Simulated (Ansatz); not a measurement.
Here is the system:

La:
```yaml
crystal:
  lattice:
    - [3.82763, 0.00000, 0.00000]
    - [-1.91382, 3.31483, 0.00000]
    - [0.00000, 0.00000, 5.98352]
  atoms:
    - { symbol: La, position: [0.33333, 0.66667, 0.25000] }
    - { symbol: La, position: [0.66667, 0.33333, 0.75000] }
```

This is the r²SCAN-relaxed structure. x, y and z are the axes in which the lattice vectors are written.

Q: All from the program Ansatz at the r²SCAN level (PAW), unless another level is named. Estimate the bulk modulus (Birch–Murnaghan fit).

A: 24.5 GPa.

Q: What about the elastic constants (relaxed ions, GPa)?

A: C11 = 39.1, C12 = 14.8, C13 = 15.8, C33 = 45.5, C44 = 7.8.

Space group P6_3/mmc (hcp (Mg type)). The workflow started from an entry of the Crystallography Open Database (COD). Its sites differ from those of the usual phase in this space group: another stacking or structure type. The cell was relaxed with r²SCAN under the symmetry of its start; whether a distortion lowers the energy is not shown. As this level gives no gap, shear constants depend on the k-mesh and smearing (Fermi–Dirac, 0.1 eV here). On the denser mesh and wider smearing of the elastic run this cell carries a stress of 0.3 GPa. Spin–orbit coupling is left out wherever it is not named.

Potentials: the earlier of the program's two PAW sets. The files were generated under PBE; for other functionals the program regenerates the frozen cores, and for LDA and PBEsol the local potential too.
